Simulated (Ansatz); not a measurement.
## Ti4O5 (I4/m), an elastic constant from a strain scan

Computed with Ansatz 0.2.0, DFT PBEsol, scalar-relativistic, plane waves, PAW. The runs took a 420 eV cutoff, a Γ-centred 12×12×12 mesh and Gaussian smearing (0.15 eV). No spin polarisation. Energies are free energies at this smearing, counted from the undisturbed cell; pressure is positive in compression.

The undisturbed cell (relaxed at this level; it needn't be the usual structure):

```
Ti O
1.0
    -3.27198    3.27198    2.06155
     3.27198   -3.27198    2.06155
     3.27198    3.27198   -2.06155
Ti O
4 5
Direct
  0.60705 0.21536 0.82241
  0.21536 0.39295 0.60831
  0.78464 0.60705 0.39169
  0.39295 0.78464 0.17759
  0.90809 0.30756 0.21565
  0.30756 0.09191 0.39947
  0.69244 0.90809 0.60053
  0.09191 0.69244 0.78435
  0.50000 0.50000 0.00000
```

The cell is strained by ε times the Voigt pattern (1, 0, 0, 0, 0, 0) (xx, yy, zz, yz, xz, xy; engineering shear) with fractional coordinates fixed. The cell holds 9 atoms in V0 = 88.28 Å³. The stress column is τ = (1/V0) dE/dε, got from the stress tensor σ (compression positive) at each point as −det(1 + εP) σ : P(1 + εP)⁻¹, with P the pattern as a tensor.

| ε | ΔE (meV/atom) | τ (GPa) |
| --- | --- | --- |
| -0.1000 | 219.109 | -84.280 |
| -0.0750 | 112.822 | -55.633 |
| -0.0500 | 45.924 | -32.630 |
| -0.0250 | 10.532 | -14.345 |
| 0.0000 | 0.000 | -0.014 |
| 0.0250 | 8.826 | 11.057 |
| 0.0500 | 32.456 | 19.413 |
| 0.0750 | 67.066 | 25.435 |
| 0.0875 | 87.407 | 27.675 |
| 0.1000 | ? | ? |

**Question.** Which combination of elastic constants does this scan measure, and how large is it?

**Answer.** For small ε, τ = τ0 + Kε with K = pᵀCp, which for this pattern is C11 in the Cartesian frame shown. The parabola through τ at ε = -0.0250, 0 and 0.0250 has slope K = 508 GPa at zero. The energies per cell, E = NΔE, of the same two points give K = 2[E(ε₊)/ε₊ − E(ε₋)/ε₋]/[(ε₊ − ε₋)V0] = 506 GPa, in agreement. These are clamped-ion values.

**Question.** Predict the withheld row at ε = 0.1000 from the harmonic law, and compare.

**Answer.** ΔE = V0(τ0 ε + Kε²/2)/N = 155.432 meV/atom and τ = 50.79 GPa. The calculation gives 109.303 meV/atom and 29.47 GPa: the energy lies 30 % below the harmonic value, as bonds soften when stretched.

Forces appear on the atoms along this scan, and letting them relax would lower the energy and soften the response. No gap shows at this level, though a semilocal functional can close a small gap that the real compound has; without a gap these slopes depend on the k mesh and the smearing.